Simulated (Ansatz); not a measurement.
Al2Pt (fluorite or antifluorite type, Fm-3m), DFT-r²SCAN in the program Ansatz with PAW potentials, all energies at zero smearing, with the estimated change up to a 700 eV cutoff added, with one set of potentials and settings (totals compare only within such a set). Cell of 3 atoms (1 Pt, 2 Al): -13620.508 eV.

```
element             reference phase  E (eV/atom)
-------  --------------------------  -----------
Pt       Fm-3m, 1 atoms in the cell  -12536.7848
Al       Fm-3m, 1 atoms in the cell    -540.4083
```

Formation energy per atom, worked out: (-13620.508 − 1×(-12536.7848) − 2×(-540.4083))/3 = -0.969 eV/atom (-93 kJ per mol of atoms), at 0 K, without zero-point energy or fitted corrections.

Symmetry was held in the r²SCAN relaxation; of distortions, only those at the zone centre were tested. No spin polarisation was allowed. The references are the lowest solids computed at this level, not always the standard phases. Spin–orbit coupling is left out wherever it is not named.

Potentials: the later of the program's two PAW sets.
